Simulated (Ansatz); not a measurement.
In the program Ansatz at the PBE+D3(BJ) level (PAW), S in the α-S8 structure (Fddd) relaxes to a = 10.329 Å, b = 12.687 Å, c = 24.379 Å. S on 32h has 2 nearest neighbours from 2.06 Å (bent); S on 32h has 2 nearest neighbours from 2.07 Å (bent); S on 32h has 2 nearest neighbours from 2.06 Å (bent); S on 32h has 2 nearest neighbours from 2.06 Å (bent).

The Kohn–Sham gap is 1.92 eV (indirect).

The PBE+D3(BJ) relaxation kept the symmetry of its start.

Potentials: the later of the program's two PAW sets.
